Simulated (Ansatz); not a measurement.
CsGeBiS₄ — 33S NMR of the central transition

Cell: a measured structure from the Crystallography Open Database (COD), its atoms then relaxed with PBE in this cell.

Space group P2_1/c (No. 14); a = 6.5474, b = 6.9282, c = 18.8875 Å, β = 110.17°.

```csv
site,Wyckoff,site symmetry,x,y,z
Cs,4e,1,0.2149,0.2519,0.4657
Ge,4e,1,0.1264,0.2764,0.1621
Bi,4e,1,0.6841,0.2135,0.2239
S13,4e,1,0.1396,0.3406,0.2802
S17,4e,1,0.3066,0.0111,0.1502
S21,4e,1,0.3203,0.5172,0.1396
S25,4e,1,0.7789,0.2563,0.0898
```

One atom of each set is listed.

Method: Kohn–Sham DFT in Ansatz, PBE, plane waves and PAW, scalar-relativistic, 420 eV cutoff, Γ-centred 5×4×2 k-points, Fermi–Dirac smearing 0.02 eV.

33S has I = 3/2 and Q = -69.40 mb (Pyykkö 2018); at 16.4 T its Larmor frequency is ν₀ = 53.7 MHz. Only the quadrupole interaction is simulated: positions count from each site's isotropic chemical shift, and shift anisotropy, dipolar and J coupling are left out.

**Question.** What does the 33S spectrum (static powder) show for each site?

**Answer.** 

| site | first shell | C_Q (MHz) | η | P_Q (MHz) | δ_QIS (ppm) | breadth (kHz) |
| --- | --- | --- | --- | --- | --- | --- |
| S13 | 1 Ge at 2.25 Å; also 2 Bi at 2.84–2.93 Å | 17.9 | 0.83 | 19.8 | -3399 | 1357 |
| S17 | 1 Ge at 2.24 Å; also 2 Bi at 2.76–3.13 Å | -17.6 | 0.79 | 19.3 | -3243 | 1291 |
| S21 | 1 Ge at 2.22 Å; also 2 Bi at 2.92–3.17 Å | -18.4 | 0.19 | 18.5 | -2981 | 962 |
| S25 | 1 Ge at 2.22 Å; also 1 Bi at 2.82 Å | 21.8 | 0.99 | 25.1 | -5487 | 2208 |

δ_QIS = −(ν_Q²/30ν₀²)[I(I+1) − 3/4](1 + η²/3) × 10⁶ ppm with ν_Q = 3|C_Q|/[2I(2I−1)]; it falls as 1/B₀² in ppm, and the breadth as 1/B₀ in kHz.

At S21 V_zz points along its bond to Ge (within 9°).

With ν_Q/ν₀ up to 0.20, terms beyond second order are no longer negligible.

The relaxation (8 steps) took 2.4 min of wall time (9.4 min of CPU time) and 4 GiB at its peak, on 4 threads of Intel Xeon Platinum 8559C (Emerald Rapids) (x86_64; 4 cores open to the job, memory cap 8.0 GiB, no GPU), a shared host with a load of 0.1 a core.
